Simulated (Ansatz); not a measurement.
Given:

Ta2SiN:
```
CELL_PARAMETERS angstrom
      3.22379     0.00000     0.00000
     -1.61190     2.79189     0.00000
      0.00000     0.00000    12.00974
ATOMIC_POSITIONS crystal
  Si 0.33333 0.66667 0.75000
  Si 0.66667 0.33333 0.25000
  Ta 0.33333 0.66667 0.09577
  Ta 0.66667 0.33333 0.59577
  Ta 0.66667 0.33333 0.90423
  Ta 0.33333 0.66667 0.40423
  N  0.00000 0.00000 0.00000
  N  0.00000 0.00000 0.50000
```

This is the r²SCAN-relaxed structure.

Question: All from the program Ansatz at the r²SCAN level (PAW), unless another level is named. Predict the electronic character.

Answer: metallic (no gap).

Question: Next, the density of states at the Fermi level?

Answer: 0.36 states/eV per atom (mean over ±0.08 eV).

Question: What about the formation energy from the elements (no fitted shifts)?

Answer: -0.62 eV/atom.

Question: Predict the gap with spin–orbit coupling.

Answer: none (metallic).

Space group P6_3/mmc. The start of the workflow was typed in or built on a structure type; neither database checked (COD, Materials Project) lists it. Whether it is the stable phase at ambient conditions was not checked. The r²SCAN relaxation kept the symmetry of its start; its stability against distortions is not shown here. No spin polarisation was allowed. The references are the lowest solids computed at this level, not always the standard phases (solids in place of the gases). Spin–orbit coupling is left out wherever it is not named.

Potentials: the earlier of the program's two PAW sets.
